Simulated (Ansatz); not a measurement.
Data:

HfO2 (baddeleyite type, space group P2_1/c)

```xyz
12
Lattice="5.1612 0.0000 0.0000 0.0000 5.2118 0.0000 -0.8981 0.0000 5.2764" Properties=species:S:1:pos:R:3 pbc="T T T"
Hf     1.2360     0.2235     1.0994
Hf     3.4761     2.8294     1.5388
Hf     3.0271     4.9883     4.1770
Hf     0.7870     2.3824     3.7376
O      0.0336     1.7129     1.8385
O      4.6785     4.3188     0.7997
O      4.2295     3.4990     3.4379
O     -0.4154     0.8931     4.4767
O      1.8902     3.9464     2.5149
O      2.8220     1.3405     0.1233
O      2.3729     1.2654     2.7615
O      1.4411     3.8713     5.1531
```

E(V) scan at fixed shape, V₀ the volume above. The atoms relax within the cell's symmetry.

Method: PBE (plane waves to 420 eV, PAW, scalar-relativistic; Ansatz, an electronic-structure program). k mesh 5×5×5 (Γ-centred), Fermi-Dirac smearing 0.05 eV. E stands for the smeared free energy. Stress and pressure are positive under compression. The relaxing atoms change the space group within the scan (C2/c at V/V₀ = 1.160), so nothing is fitted. HfO2 is run without spin polarisation. HfO2 was relaxed with its symmetry unable to fall. Spin-orbit coupling is left out, though Hf is heavy. ΔE is measured from the relaxed starting cell.

The scan covers V/V₀ from 0.840 to 1.160 in 13 points.

Task: What is ΔE at V/V₀ = 0.840?

Result: 225.4 meV/atom.

Task: What is ΔE at V/V₀ = 1.160?

Result: 106.2 meV/atom.

Task: What pressure does the cell carry at V/V₀ = 0.840?

Result: 42.2 GPa.

(Under strain, the slope of the energy per volume gives the stress and its curvature an elastic modulus.)
